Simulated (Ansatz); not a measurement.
Task: CoMo (L1₀ or tetragonal B2, space group No. 123) is relaxed with the program Ansatz at the r²SCAN level (PAW). What lattice parameters of the conventional cell result?

Result: a = 2.623 Å, c = 3.680 Å.

Space group P4/mmm (L1₀ or tetragonal B2). The start of the workflow was typed in or built on a structure type; neither database checked (COD, Materials Project) lists it. Whether it is the stable phase at ambient conditions was not checked. Symmetry was held in the r²SCAN relaxation; its stability against distortions is not shown here. The workflow began spin-polarised and lost its moments. Its formation energy is positive at this level, so the cell may be metastable or incomplete. Axis ratios of metals converge slowly with the k-mesh, so a and c are less sure than the volume.

Potentials: the earlier of the program's two PAW sets.
